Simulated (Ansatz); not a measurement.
Task: Each is relaxed and computed with the program Ansatz at the r²SCAN level (PAW). Which is the only metal?
A. BiB, zinc blende
B. AlBO3, R-3c (Al on 6b, B on 6a, O on 18e)
C. Al2O3, R3m (Pearson symbol hR5)
D. AlCrB, Cmcm (Al on 4c, B on 4c, Cr on 4c)

Result: D, AlCrB, Cmcm (Al on 4c, B on 4c, Cr on 4c). AlCrB: metal; AlBO3: gap 6.85 eV (indirect); BiB: gap 0.39 eV (direct); Al2O3: gap 5.07 eV (direct). Constructed cells (a structure type filled with these elements, in neither database checked): BiB, zinc blende. Typed or built starts, not in the databases checked: AlCrB, Cmcm (Al on 4c, B on 4c, Cr on 4c). Not the usual ambient phase: Al2O3, R3m (Pearson symbol hR5). Standing as an ambient phase not checked: AlBO3, R-3c (Al on 6b, B on 6a, O on 18e). Began spin-polarised and lost the moments: AlCrB, Cmcm (Al on 4c, B on 4c, Cr on 4c). All cells were relaxed under the symmetry of their starts (and spin orders); stability against distortions was not tested throughout. Scalar-relativistic: spin–orbit coupling is off unless named, which matters more the heavier the elements.

Potentials: the later of the program's two PAW sets.
